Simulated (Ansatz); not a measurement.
Level of theory: DFT PBE, scalar-relativistic, plane waves, PAW in Ansatz 0.2.0. Settings: cutoff 420 eV, Γ-centred meshes spaced at most about 0.3 Å⁻¹, and about 0.25 Å⁻¹ or finer for metals (2π included), Gaussian smearing. No spin polarisation in the final relaxations.

Temperature and zero-point effects are left out. All come from trial cells, and lower structures may exist.

Question: Order these relaxed structures of K2Ge by energy, lowest first, with the energy over the lowest of them.
A.

```
CELL_PARAMETERS angstrom
5.84767 0.00000 0.00000
-2.92383 5.06423 0.00000
0.00000 0.00000 3.35372
ATOMIC_POSITIONS crystal
K 0.66667 0.33333 0.50000
K 0.33333 0.66667 0.50000
Ge 0.00000 0.00000 0.00000
```

B.

```
CELL_PARAMETERS angstrom
-4.70305 4.70305 2.69452
4.70305 -4.70305 2.69452
4.70305 4.70305 -2.69452
ATOMIC_POSITIONS crystal
K 0.66606 0.16606 0.83212
K 0.16606 0.33394 0.50000
K 0.33394 0.83394 0.16788
K 0.83394 0.66606 0.50000
Ge 0.25000 0.25000 0.00000
Ge 0.75000 0.75000 0.00000
```

C.

```
CELL_PARAMETERS angstrom
0.00000 4.84918 4.84918
4.84918 0.00000 4.84918
4.84918 4.84918 0.00000
ATOMIC_POSITIONS crystal
K 0.12500 0.12500 0.12500
K 0.62500 0.12500 0.12500
K 0.12500 0.12500 0.62500
K 0.12500 0.62500 0.12500
Ge 0.50000 0.50000 0.50000
Ge 0.75000 0.75000 0.75000
```

D.

```
CELL_PARAMETERS angstrom
-2.01469 2.01469 7.86843
2.01469 -2.01469 7.86843
2.01469 2.01469 -7.86843
ATOMIC_POSITIONS crystal
K 0.62668 0.62668 0.00000
K 0.37332 0.37332 0.00000
Ge 0.00000 0.00000 0.00000
```

Answer: B (0 meV/atom), D (107 meV/atom), A (120 meV/atom), C (458 meV/atom). Forms: B I4/mcm; D I4/mmm; A P6/mmm; C cubic Laves (C15) type, Fd-3m. Counting Ge atoms around K (those within 1.25 times the shortest such distance or 1.15 times the sum of covalent radii; the shortest distance is added where it is long for a bond): B has K 4; D has K 4; A has K 6; C has K 6 from 4.0 Å. Even the lowest lies +0.08 eV/atom against the elements.

The k mesh leaves some 4 meV/atom of noise in the energy of each metallic cell. Cells relaxed within their symmetry can be saddle points. Some candidate types were left out of the draw beforehand, so a known form may be missing.
